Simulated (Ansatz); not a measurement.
According to the program Ansatz at the PBE level (PAW), SiGe in the orthorhombic phase (Pmma; Si on 2e, Ge on 2f) relaxes to a = 3.960 Å, b = 3.966 Å, c = 5.596 Å. Si has 4 nearest neighbours from 2.39 Å (tetrahedral); Ge has 4 nearest neighbours from 2.43 Å (tetrahedral). Against the elements it lies at 20 meV/atom, with no fitted shifts.

The Kohn–Sham gap is 0.27 eV (indirect). Gap from PBE with spin–orbit coupling: 0.23 eV. The electron mass is 0.064, 0.096, 0.21 mₑ (principal values). The hole mass is 0.052, 0.25, 2.0 mₑ (principal values).

An equation-of-state fit gives a bulk modulus of 74.1 GPa.

The start of the workflow was typed in or built on a structure type; neither database checked (COD, Materials Project) lists it. Its standing as an ambient phase is unchecked. Symmetry was held in the PBE relaxation; whether a distortion lowers the energy is not shown. The references are the lowest solids computed at this level, not always the standard phases. Spin–orbit coupling is left out wherever it is not named.

Potentials: the earlier of the program's two PAW sets.
